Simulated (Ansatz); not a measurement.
This guess for Na2MgScC6N6 is about to be relaxed.

Space group Fm-3m (No. 225). a = 10.534 Å, b = 10.534 Å, c = 10.534 Å, α = 90.00°, β = 90.00°, γ = 90.00°
| atom | site | symmetry | x | y | z |
| --- | --- | --- | --- | --- | --- |
| Na | 8c | -43m | 0.2500 | 0.7500 | 0.7500 |
| Mg | 4b | m-3m | 0.5000 | 0.0000 | 0.0000 |
| Sc | 4a | m-3m | 0.0000 | 0.0000 | 0.0000 |
| C | 24e | 4m.m | 0.1919 | 0.0000 | 0.0000 |
| N | 24e | 4m.m | 0.3030 | 0.0000 | 0.0000 |

Theory: DFT PBE, scalar-relativistic, plane waves, PAW in Ansatz. Cutoff 420 eV, Gaussian smearing, Γ-centred meshes. Cell and atoms relax first on a coarse mesh and then on a finer one. In between, the cell is made exact in the group found at 0.06 Å. In metals the finer mesh still leaves noise of several meV/atom or more. The steps can't lower the symmetry of their start. No spin polarisation in the relaxation; trial moments died out in a coarse test.

A guess keeps its type if space group and coordination stay and the shape of the cell changes little (axis ratios within about 15 %, angles within 6°); the volume may change.

Question: Does this structure survive the relaxation?

Answer: It keeps its type. The symmetry stays Fm-3m (No. 225). The volume per atom grows by 21.6 %, from 18.3 to 22.2 Å³. The shortest distance stays 1.17 Å (C–N). Counting neighbours within 15 % of an atom's shortest distance, the start has C 1, Mg 6, N 1, Na 24, Sc 6 and the end C 1, Mg 6, N 1, Na 24, Sc 6.

Energies over the elements count from the elements' standard structures at the same level (N₂ as a molecule), with no fitted energy shifts.

Question: At what energy does it end?

Answer: −0.05 eV/atom. Whether it is stable depends on the other phases of the system, which aren't compared here.

The last run used a 6×6×6 mesh for its 16-atom cell and Gaussian smearing of 0.10 eV. The reference form of C is held partly by dispersion forces, which this level lacks. A structure relaxed within its symmetry needn't be a true minimum.
